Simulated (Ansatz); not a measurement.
A relaxed cell of ZrB5 is given with its symmetry left out. The cell was found from a structure generator's guess, not taken from experiment.

These are results of DFT PBE, scalar-relativistic, plane waves, PAW in Ansatz 0.2.0, not measurements. Cutoff 420 eV, Γ-centred mesh, Gaussian smearing, no spin polarisation.

```cif
data_structure
_symmetry_space_group_name_H-M 'P 1'
_symmetry_Int_Tables_number 1
_cell_length_a 4.6319
_cell_length_b 4.6319
_cell_length_c 4.6319
_cell_angle_alpha 142.011
_cell_angle_beta 73.049
_cell_angle_gamma 120.227
_cell_volume 51.81
loop_
_atom_site_label
_atom_site_type_symbol
_atom_site_fract_x
_atom_site_fract_y
_atom_site_fract_z
_atom_site_occupancy
Zr1 Zr 0.77897 0.27897 0.50000 1
B1 B 0.25347 0.25347 0.00000 1
B2 B 0.65590 0.46392 0.19198 1
B3 B 0.27194 0.46392 0.80802 1
B4 B 0.45479 0.76986 0.68493 1
B5 B 0.08493 0.76986 0.31507 1
```

Formation energies are uncorrected and refer to the elements' standard structures at the same level.

(1) What space group does it have?

(2) How far does it lie from the elements in energy?

(3) Is it a metal?

Answers

(1) Imm2 (No. 44). Conventional cell: a = 3.015 Å, b = 7.444 Å, c = 4.616 Å. Zr is surrounded by 18 B at 2.45–2.86 Å and 2 Zr at 3.02 Å; B on a site of symmetry mm2 has 2 B at 1.73 Å, 4 B at 2.04 Å and 2 Zr at 2.66 Å; B on a site of symmetry m has 4 B at 1.68–1.75 Å and 3 Zr at 2.45–2.54 Å; B on a second site of symmetry m is surrounded by 3 B at 1.68–1.75 Å, 2 B at 2.04 Å, 4 Zr at 2.65–2.79 Å and 1 B at 2.75 Å.

(2) −0.24 eV/atom. Whether it is stable depends on the other phases of the system, which aren't compared here.

(3) Yes, bands cross the Fermi level on the 14×14×14 mesh.

The last run used a 14×14×14 mesh for its 6-atom cell and Gaussian smearing of 0.10 eV. A structure relaxed within its symmetry needn't be a true minimum.
